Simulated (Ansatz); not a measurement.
TaCu3Te4:
```yaml
crystal:
  lattice:
    - [5.96106, 0.00000, 0.00000]
    - [0.00000, 5.96106, 0.00000]
    - [0.00000, 0.00000, 5.96106]
  atoms:
    - { symbol: Ta, position: [0.00000, 0.00000, 0.00000] }
    - { symbol: Cu, position: [0.00000, 0.50000, 0.00000] }
    - { symbol: Cu, position: [0.50000, 0.00000, 0.00000] }
    - { symbol: Cu, position: [0.00000, 0.00000, 0.50000] }
    - { symbol: Te, position: [0.25644, 0.74356, 0.74356] }
    - { symbol: Te, position: [0.74356, 0.74356, 0.25644] }
    - { symbol: Te, position: [0.74356, 0.25644, 0.74356] }
    - { symbol: Te, position: [0.25644, 0.25644, 0.25644] }
```

r²SCAN (plane waves, PAW; program Ansatz) gives a gap of 1.32 eV without spin–orbit coupling, maximum at R, minimum at X.

### Question
What happens when spin–orbit coupling is switched on?

### Answer
The gap drops by 0.11 eV, to 1.21 eV; maximum at R, minimum on the X–M line, 9 % of the way from X.

Space group P-43m. The first step of the workflow began from a Materials Project structure, measured or hypothetical; the Crystallography Open Database copy checked does not list it. Its standing as an ambient phase is unchecked. The r²SCAN relaxation kept the symmetry of its start; whether a distortion lowers the energy is not shown. No spin polarisation was allowed.

Potentials: the later of the program's two PAW sets.
